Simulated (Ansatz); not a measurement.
Li2Pt, DFT, LDA, PAW with Ansatz's default frozen-core files, scalar-relativistic (Ansatz 0.2.0), run on 1 thread of Arm Neoverse V1 on a shared host.

The cell comes from COD entry 1523301, which wasn't checked; take it as a given geometry. The listed cell was then made from it by scaling, straining or moving an atom.

Command: `ansatz run input.yaml --threads 1 --pin off --max-ram 4096MiB --backend cpu --events-out ev --progress --plain --runs-dir out`

```yaml
crystal:
  lattice:
    - [4.1859989866, 0.0, 0.0]
    - [-2.0929994933, 3.6251814627, 0.0]
    - [0.0, 0.0, 2.71422]
  atoms:
    - { symbol: Li, position: [0.3333333333, 0.6666666667, 0.5] }
    - { symbol: Li, position: [0.6666666667, 0.3333333333, 0.5] }
    - { symbol: Pt, position: [0.0, 0.0, 0.0] }
kpoints:
  mp_grid: { grid: [9, 9, 12] }
scf:
  occupations: { method: fermi_dirac, width: 0.03 }
hamiltonian:
  xc: lda
  pseudopotentials: { kind: paw }
output:
  forces: true
  stress: true
  eigenvalues: true
  efg: { contact_densities: true }
```

(1) How large is the problem that the program sets up?

(2) Estimate the wall time and the peak memory.

(3) And the same cell and mesh by all-electron PAW (datasets made for this crystal), asked for forces, stress, eigenvalues, efg, on the same hardware?

## Answers

(1) 84 irreducible k-points, 795 plane waves at Γ, 16 bands.

(2) 5.5 s of wall time for 6 SCF iterations, with a peak of 0.37 GiB. Times on shared machines scatter by tens of per cent.

(3) 15 s, peak memory 0.53 GiB.
